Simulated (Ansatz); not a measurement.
# Computed properties of NbAg

NbAg:
```
CELL_PARAMETERS angstrom
      4.74343     0.00000     0.00000
      0.00000     2.76230     0.00000
      0.00000     0.00000     5.30359
ATOMIC_POSITIONS crystal
  Ag 0.25000 0.00000 0.85450
  Ag 0.75000 0.00000 0.14550
  Nb 0.25000 0.50000 0.35275
  Nb 0.75000 0.50000 0.64725
```

Space group Pmma (No. 51); conventional cell a = 4.7434 Å, b = 2.7623 Å, c = 5.3036 Å, α = 90.00°, β = 90.00°, γ = 90.00°.

Method: plane-wave PAW r²SCAN (Ansatz code). Geometry: relaxed at this level of theory. Other levels are named where they apply.

### Cell and energy

| Item | Value |
|---|---|
| Volume per atom | 17.37 Å³ |
| Density | 9.60 g/cm³ |
| Formation energy from the elements (no fitted shifts) | 295 meV/atom |

### Electronic structure

| Quantity | Value |
|---|---|
| Electronic character | metallic (no gap) |
| Density of states at the Fermi level | 0.52 states/eV per atom (mean over ±0.08 eV) |
| Gap with spin–orbit coupling | none (metallic) |

### Mechanics

| Item | Result |
|---|---|
| Bulk modulus (Birch–Murnaghan fit) | 1500 kbar |
| Pressure derivative B′ | 5.1 |

### Charges

| Item | Result |
|---|---|
| Bader charges | Ag -0.61, Nb +0.61 e |

The start of the workflow was typed in or built on a structure type; neither database checked (COD, Materials Project) lists it. Its standing as an ambient phase is unchecked. The r²SCAN relaxation kept the symmetry of its start; its stability against distortions is not shown here. The run is not spin-polarised. Its formation energy is positive at this level, so the cell may be metastable or incomplete. Axis ratios of metals converge slowly with the k-mesh, so a and c are less sure than the volume. The references are the lowest solids computed at this level, not always the standard phases. Spin–orbit coupling is left out wherever it is not named.

Potentials: the later of the program's two PAW sets.
